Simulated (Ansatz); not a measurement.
Si3N4:
```
Si3N4
1.0
   -3.22734     3.22734     3.22734
    3.22734    -3.22734     3.22734
    3.22734     3.22734    -3.22734
N Si
8 6
Direct
  0.56149   0.56149   0.56149
  0.43851   0.50000   0.00000
  0.50000   0.00000   0.93851
  0.00000   0.43851   0.50000
  0.93851   0.50000   0.00000
  0.06149   0.06149   0.06149
  0.00000   0.93851   0.50000
  0.50000   0.00000   0.43851
  0.25000   0.12500   0.87500
  0.87500   0.25000   0.12500
  0.75000   0.37500   0.62500
  0.62500   0.75000   0.37500
  0.12500   0.87500   0.25000
  0.37500   0.62500   0.75000
```

Relaxed with PBEsol. Special points in fractions of this cell's reciprocal vectors: Γ (0.000, 0.000, 0.000); H (0.500, -0.500, 0.500); N (0.000, 0.000, 0.500); P (0.250, 0.250, 0.250).

List the band energies nearest the valence-band maximum at these points for the program Ansatz at the PBEsol level (PAW).

In eV from the valence-band maximum; about four levels below and three above (degenerate sets whole), none deeper than 8.9 eV; points with the same levels are listed once.

```
k                                            below                          above
-  -----------------------------------------------  -----------------------------
Γ                          -0.16 -0.16 -0.16 -0.06       4.47 4.47 4.62 4.62 4.62
H  -1.96 -1.96 -1.96 -1.96 -1.96 -1.96 -1.23 -1.23  5.30 5.30 5.30 5.30 5.30 5.30
N                          -1.31 -1.31 -0.02 -0.02            4.87 4.87 5.91 5.91
P                          -0.57 -0.57 -0.57 -0.57  5.68 5.68 6.55 6.55 6.55 6.55
```

Space group I-43d. The workflow started from an entry of the Crystallography Open Database (COD), which files this formula under 4 space groups. It is not the phase usual at ambient conditions (space group No. 176). The cell was relaxed with PBEsol under the symmetry of its start; phonons on a q-mesh show no instability.

Potentials: the earlier of the program's two PAW sets.
